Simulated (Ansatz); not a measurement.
# Property card for LuBPd3

LuBPd₃:
Space group Pm-3m (No. 221); a = b = c = 4.254 Å, α = β = γ = 90.00°

```
atom  site  symmetry       x       y       z
----  ----  --------  ------  ------  ------
Pd      3c    4/mm.m  0.0000  0.5000  0.5000
Lu      1a      m-3m  0.0000  0.0000  0.0000
B       1b      m-3m  0.5000  0.5000  0.5000
```

Space group Pm-3m (No. 221), cubic perovskite; conventional cell a = b = c = 4.254 Å, α = β = γ = 90.00°.

Method: the program Ansatz at the r²SCAN level (PAW). The cell and atoms are relaxed at this level. Other levels are named where they apply.

### Cell and energy

- Volume per atom: 15.39 Å³
- Density: 10.90 g/cm³
- Formation energy from the elements (no fitted shifts): -0.64 eV/atom

### Electronic structure

- Electronic character = metallic (no gap)
- Density of states at the Fermi level = 0.43 states/eV per atom (mean over ±0.08 eV)
- Gap with spin–orbit coupling = none (metallic)

### Mechanics

- Bulk modulus (Birch–Murnaghan fit): 161 GPa
- Pressure derivative B′: 4.7

### Charges

- Bader charges: Pd -0.61, Lu +1.83, B +0.01 e

The workflow started from an entry of the Crystallography Open Database (COD). Its standing as an ambient phase is unchecked. The r²SCAN relaxation kept the symmetry of its start; its stability against distortions is not shown here. No spin polarisation was allowed. The references are the lowest solids computed at this level, not always the standard phases. Spin–orbit coupling is left out wherever it is not named.

Potentials: the later of the program's two PAW sets.
